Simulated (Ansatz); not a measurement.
A geometry of P away from equilibrium: step 19 of the relaxation of a generated cell, P placed in the AFLOW prototype A_oC8_64_f (A11, as in Ga). Method: PBE (plane waves to 420 eV, PAW, scalar-relativistic; Ansatz, a quantum-chemistry and plane-wave program). Γ-centred k-mesh 7×7×6 on the run's cell (coarser than for final values), Fermi–Dirac smearing 0.05 eV.

```yaml
crystal:
  lattice:
    - [1.67394, -4.91691, 0.00000]
    - [1.67394, 4.91691, 0.00000]
    - [0.00000, 0.00000, 4.39884]
  atoms:
    - { symbol: P, position: [0.39231, 0.60769, 0.58106] }
    - { symbol: P, position: [0.60769, 0.39231, 0.41894] }
    - { symbol: P, position: [0.89231, 0.10769, 0.91894] }
    - { symbol: P, position: [0.10769, 0.89231, 0.08106] }
```

### Question
Predict the force on each atom, in eV/Å.

### Answer
| atom | Fx | Fy | Fz |
|---|---|---|---|
| P1 | 0.00 | 0.05 | 0.01 |
| P2 | 0.00 | -0.05 | -0.01 |
| P3 | 0.00 | 0.05 | -0.01 |
| P4 | 0.00 | -0.05 | 0.01 |

### Question
What is the pressure?

### Answer
+2.7 GPa, compression positive.

### Question
How far above the relaxed end point is this geometry?

### Answer
0.04 eV/atom; the path ends in Cmce (No. 64) (black phosphorus structure).

No spin polarisation in the result. Without a van der Waals term the distances between weakly bound units are poorly fixed.

The run could not lose the symmetry of its start.
